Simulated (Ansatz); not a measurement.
InP (NiAs type, P6_3/mmc) under volume change, DFT-PBE in the program Ansatz with PAW potentials, shape and atoms relaxed at each volume.

```json
[
 {"V (Å³/atom)": "19.659", "E − E(relaxed) (meV/atom)": "46.6", "P (GPa)": "8.43"},
 {"V (Å³/atom)": "20.307", "E − E(relaxed) (meV/atom)": "19.4", "P (GPa)": "5.11"},
 {"V (Å³/atom)": "20.955", "E − E(relaxed) (meV/atom)": "4.5", "P (GPa)": "2.32"},
 {"V (Å³/atom)": "21.603", "E − E(relaxed) (meV/atom)": "0.0", "P (GPa)": "0.00"},
 {"V (Å³/atom)": "22.251", "E − E(relaxed) (meV/atom)": "4.0", "P (GPa)": "-1.94"},
 {"V (Å³/atom)": "22.899", "E − E(relaxed) (meV/atom)": "15.3", "P (GPa)": "-3.58"},
 {"V (Å³/atom)": "23.547", "E − E(relaxed) (meV/atom)": "32.7", "P (GPa)": "-4.95"}
]
```

Question: What does a third-order Birch–Murnaghan fit give for V₀, B₀ and B′?

Answer: V₀ = 21.60 Å³/atom, B₀ = 70.9 GPa, B′ = 4.9.

A made-up cell: these elements were put on the sites of a structure type; neither database checked (COD, Materials Project) lists it. It is not the phase usual at ambient conditions (space group No. 216). The PBE relaxation kept the symmetry of its start; whether a distortion lowers the energy is not shown.

Potentials: the later of the program's two PAW sets.
